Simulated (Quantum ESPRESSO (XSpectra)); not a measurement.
## Se K-edge X-ray absorption spectrum (XANES) of Bi2Se3 (R-3m)

```xyz
5
Lattice="2.0957 1.2099 9.9762 -2.0957 1.2099 9.9762 0.0000 -2.4199 9.9762" Properties=species:S:1:pos:R:3 pbc="T T T"
Bi     0.0000     0.0000    11.9248
Bi     0.0000     0.0000    18.0039
Se     0.0000     0.0000     0.0000
Se     0.0000     0.0000     6.4561
Se     0.0000     0.0000    23.4726
```

Geometry: Materials Project entry mp-541837 (a computed structure). The cell is the entry's, not relaxed again.

Absorber: atom 4, Se on Wyckoff site c (site symmetry 3m), with 3 Bi at 2.89 Å.

All values are from Quantum ESPRESSO (XSpectra) (LDA, full core hole, dipole K-edge X-ray absorption, plane waves, Troullier-Martins potentials made with ld1.x and PseudoDojo potentials for the other elements (Perdew-Zunger form enforced), scalar-relativistic, no spin, constant broadening).

15-atom cell (absorber images 7.3 Å apart), 56 Ry, k meshes 2×2×2 (SCF) and 3×3×2 (spectrum), Lorentzian half width 1.5 eV. The ground-state test found a gap, so occupations are fixed and the excited electron is left out (charged cell on a uniform background); energies count from the highest occupied level. Field directions run: x; z, weighted by the site's symmetry in the crystal. Intensities are scaled to a mean of 1 over 0–35 eV.

```
E (eV) | intensity (scaled)
     -5.0 | ## 0.10
     -4.5 | ### 0.12
     -4.0 | ### 0.13
     -3.5 | ### 0.15
     -3.0 | #### 0.17
     -2.5 | #### 0.20
     -2.0 | ##### 0.24
     -1.5 | ###### 0.29
     -1.0 | ######## 0.36
     -0.5 | ########## 0.46
      0.0 | ############# 0.61
      0.5 | ################## 0.80
      1.0 | ####################### 1.04
      1.5 | ############################ 1.26
      2.0 | ############################## 1.37
      2.5 | ############################## 1.35
      3.0 | ########################### 1.26
      3.5 | ######################### 1.13
      4.0 | ###################### 1.02
      4.5 | #################### 0.92
      5.0 | ################## 0.83
      5.5 | ################# 0.77
      6.0 | ################ 0.75
      6.5 | ################# 0.78
      7.0 | ################## 0.82
      7.5 | ################### 0.89
      8.0 | #################### 0.93
      8.5 | ##################### 0.95
      9.0 | #################### 0.94
      9.5 | #################### 0.91
     10.0 | #################### 0.90
     10.5 | #################### 0.90
     11.0 | #################### 0.92
     11.5 | ##################### 0.95
     12.0 | ##################### 0.97
     12.5 | ###################### 0.99
     13.0 | ###################### 0.99
     13.5 | ##################### 0.97
     14.0 | ##################### 0.96
     14.5 | ##################### 0.96
     15.0 | ###################### 0.99
     15.5 | ###################### 1.02
     16.0 | ####################### 1.07
     16.5 | ######################## 1.11
     17.0 | ######################### 1.14
     17.5 | ########################## 1.17
     18.0 | ########################## 1.20
     18.5 | ########################### 1.21
     19.0 | ########################## 1.21
     19.5 | ########################## 1.20
     20.0 | ########################## 1.19
     20.5 | ########################## 1.18
     21.0 | ########################## 1.18
     21.5 | ########################## 1.17
     22.0 | ######################### 1.16
     22.5 | ######################### 1.15
     23.0 | ######################### 1.13
     23.5 | ######################## 1.09
     24.0 | ####################### 1.05
     24.5 | ###################### 1.02
     25.0 | ###################### 1.00
     25.5 | ###################### 1.00
     26.0 | ###################### 1.01
     26.5 | ###################### 1.03
     27.0 | ####################### 1.05
     27.5 | ####################### 1.07
     28.0 | ####################### 1.07
     28.5 | ####################### 1.05
     29.0 | ####################### 1.03
     29.5 | ###################### 1.00
     30.0 | ##################### 0.95
     30.5 | #################### 0.90
     31.0 | ################### 0.85
     31.5 | ################## 0.81
     32.0 | ################# 0.78
     32.5 | ################# 0.76
     33.0 | ################ 0.74
     33.5 | ################ 0.74
     34.0 | ################ 0.75
     34.5 | ################# 0.76
```

The absolute edge energy is not computed.
